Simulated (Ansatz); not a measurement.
CaZn₂P₂:
```cif
data_CaP2Zn2
_chemical_formula_sum 'Ca1 Zn2 P2'
_space_group_name_H-M_alt 'P 1'
_space_group_IT_number 1
_cell_length_a 4.01310
_cell_length_b 4.01310
_cell_length_c 6.81299
_cell_angle_alpha 90.000
_cell_angle_beta 90.000
_cell_angle_gamma 120.000
loop_
_space_group_symop_operation_xyz
  'x, y, z'
loop_
_atom_site_label
_atom_site_type_symbol
_atom_site_fract_x
_atom_site_fract_y
_atom_site_fract_z
_atom_site_occupancy
Ca1 Ca 0.00000 0.00000 0.00000 1
Zn1 Zn 0.33333 0.66667 0.63318 1
Zn2 Zn 0.66667 0.33333 0.36682 1
P1 P 0.66667 0.33333 0.73650 1
P2 P 0.33333 0.66667 0.26350 1
```

Relaxed with r²SCAN. Plane-wave PAW r²SCAN (Ansatz code) gives a gap of 1.12 eV.

Q: What gap does HSE06 give on the same cell (Ansatz, PAW)?

A: 1.52 eV, 0.41 eV more. The hybrid was solved on a coarser mesh and at special points; the gap given is the minimum over both.

Cost on shared cores: the r²SCAN run (SCF on a 8×8×4 mesh, then bands and DOS) about 80 core-seconds (a rough figure), the HSE06 run (SCF on 5×5×3, then a few points) very roughly 80 core-seconds; the tasks are unlike.

Space group P-3m1. The workflow started from a Materials Project entry (that database holds measured and hypothetical structures alike); the Crystallography Open Database files this formula in space group No. 164, but the cells were not matched. Whether it is the stable phase at ambient conditions was not checked. The r²SCAN relaxation kept the symmetry of its start; whether a distortion lowers the energy is not shown.

Potentials: the later of the program's two PAW sets.
